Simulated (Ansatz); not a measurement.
# Structures of TaCrS₃: which is lowest?

Plane-wave DFT in Ansatz with scalar-relativistic PAW potentials, cutoff 420 eV, Γ-centred meshes chosen by cell and gap, Gaussian smearing with energies taken to zero width. Every cell was relaxed (cell and atoms) in a run of its own, within the symmetry of its start. Functional: PBE.

Relaxed structures (starts from databases or built by putting these elements on another compound's sites):
A. P6_3/mmc, 10 atoms in the computed cell, a = 6.403 Å, c = 4.497 Å; sites (symmetry × multiplicity) Ta -6m2 × 2, Cr -3m. × 2, S mm2 × 6; start: built
B. Pm-3m, 5 atoms in the computed cell, a = 4.792 Å; sites (symmetry × multiplicity) Ta m-3m × 1, Cr m-3m × 1, S 4/mm.m × 3; start: built

Q: Rank them by energy. Could pressure change the order?

A:
```csv
structure,group,E − E(lowest) (meV/atom),V (Å³/atom),gap on mesh (eV)
B,Pm-3m,0.0,22.00,0.00
A,P6_3/mmc,300,15.97,0.00
```

B is lowest, 300 meV/atom under A. A is denser by 6.03 Å³/atom, so pressure favours it: ΔE/ΔV, with ΔE in eV and 1 eV/Å³ = 160.2 GPa, gives about 8 GPa for equal enthalpy if both cells were rigid, a rough figure since the two compress differently. Other structures may lie lower than all of these, and vibrations aren't counted.

Spin-orbit coupling is left out, which matters for the bands of heavy elements. Moments started parallel, and an antiferromagnetic order may lie lower. Magnetic cells started from one order each; another order can shift an energy by tens of meV per atom.